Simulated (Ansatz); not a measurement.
A generator proposed this cell of Mg₃CdSe₄.

```cif
data_structure
_symmetry_space_group_name_H-M 'I4/mmm'
_symmetry_Int_Tables_number 139
_cell_length_a 5.7288
_cell_length_b 5.7288
_cell_length_c 11.4577
_cell_angle_alpha 90.000
_cell_angle_beta 90.000
_cell_angle_gamma 90.000
_cell_volume 376.04
loop_
_atom_site_label
_atom_site_type_symbol
_atom_site_symmetry_multiplicity
_atom_site_Wyckoff_symbol
_atom_site_fract_x
_atom_site_fract_y
_atom_site_fract_z
_atom_site_occupancy
Mg1 Mg 4 d 0.00000 0.50000 0.25000 1
Mg2 Mg 2 a 0.00000 0.00000 0.00000 1
Cd1 Cd 2 b 0.50000 0.50000 0.00000 1
Se1 Se 4 c 0.50000 0.00000 0.00000 1
Se2 Se 4 e 0.50000 0.50000 0.25000 1
```

All numbers below come from DFT PBE, scalar-relativistic, plane waves, PAW (Ansatz 0.2.0). Plane waves to 420 eV, a k mesh through Γ of 4×4×4 on the computed 8-atom cell and Gaussian smearing (0.10 eV); no spin polarisation.

The zero of energy is the elements' standard structures at the same level; no fitted shifts are applied.

Problem. What does a single point on this coarse mesh give?

Solution. The pressure is -4.1 GPa (the mean over three directions, positive in compression), the largest force is 0.27 eV/Å, and the energy is −1.01 eV/atom against the elements. The shortest distance is 2.86 Å.

Problem. How much does it gain on relaxing, and where does it end?

Solution. Relaxing gains under 0.03 eV/atom in 8 ionic steps and ends at −1.039 eV/atom on the finer mesh. The symmetry stays I4/mmm (No. 139). The volume per atom shrinks by 7.8 %, from 23.5 to 21.7 Å³. The shortest distance goes from 2.86 Å (Cd–Se and Mg–Se) to 2.72 Å (Mg–Se). Conventional cell: a = 5.572 Å, c = 11.166 Å. Around Mg on a site of symmetry -4m2 lie 6 Se at 2.79 Å; Cd has 6 Se at 2.79–2.86 Å; Se on a site of symmetry mmm is surrounded by 2 Cd at 2.79 Å and 4 Mg at 2.79 Å; 2 more sites not described.

The last run used a 10×10×10 mesh for its 8-atom cell and Gaussian smearing of 0.01 eV. The reference form of Se is held partly by dispersion forces, which this level lacks. The relaxation can't lower the symmetry of the start. Symmetry constrained the relaxation, so the result can be a saddle point. Another cell of Mg3CdSe4 relaxed alike, in P-4m2, lies 59 meV/atom lower, so this cell isn't the stable form at this level.
